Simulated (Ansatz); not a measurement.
Relaxed-ion elastic tensor of RuC in space group P-6m2 (No. 187; Ru on 1a, C on 1f) in GPa (Voigt order), the program Ansatz at the PBEsol level (PAW); density 9.74 g/cm³, 9.63 Å³ per atom.

```tsv
	1	2	3	4	5	6
1	464	349	238	0.0	0.0	0.0
2	349	464	238	0.0	0.0	0.0
3	238	238	823	0.0	0.0	0.0
4	0.0	0.0	0.0	111	0.0	0.0
5	0.0	0.0	0.0	0.0	111	0.0
6	0.0	0.0	0.0	0.0	0.0	57.4
```

**Question.** Is the crystal mechanically stable?

**Answer.** Yes: the smallest eigenvalue of C is 57.4 GPa.

**Question.** Work out the Voigt, Reuss and Hill averages.

**Answer.** K_V = 378, K_R = 369, K_H = 373; G_V = 118, G_R = 87.8, G_H = 103 GPa.

**Question.** Give Young's modulus, Poisson's ratio, Pugh's ratio and the universal anisotropy index.

**Answer.** E = 9KG/(3K + G) = 282 GPa; ν = 0.37; K/G = 3.64 (ductile by the Pugh limit of 1.75); A_U = 5G_V/G_R + K_V/K_R − 6 = 1.72.

**Question.** Estimate the sound speeds and the Debye temperature.

**Answer.** v_l = √((K + 4G/3)/ρ) = 7240 m/s, v_t = √(G/ρ) = 3250 m/s, mean 3660 m/s; Θ = (h/k)(3n/4πV)^(1/3) v_m = 512 K.

**Question.** How much does each axis shrink under pressure?

**Answer.** Linear compressibilities β_i = Σ_j S_ij (j = 1 to 3): x 1.1, y 1.1, z 0.61 per TPa.

A made-up cell: these elements were put on the sites of a structure type; neither database checked (COD, Materials Project) lists it. Its standing as an ambient phase is unchecked. Symmetry was held in the PBEsol relaxation; whether a distortion lowers the energy is not shown. No spin polarisation was allowed. As this level gives no gap, shear constants depend on the k-mesh and smearing (Fermi–Dirac, 0.1 eV here). On the denser mesh and wider smearing of the elastic run this cell carries a stress of 0.8 GPa.

Potentials: the earlier of the program's two PAW sets. The files were generated under PBE; for other functionals the program regenerates the frozen cores, and for LDA and PBEsol the local potential too.
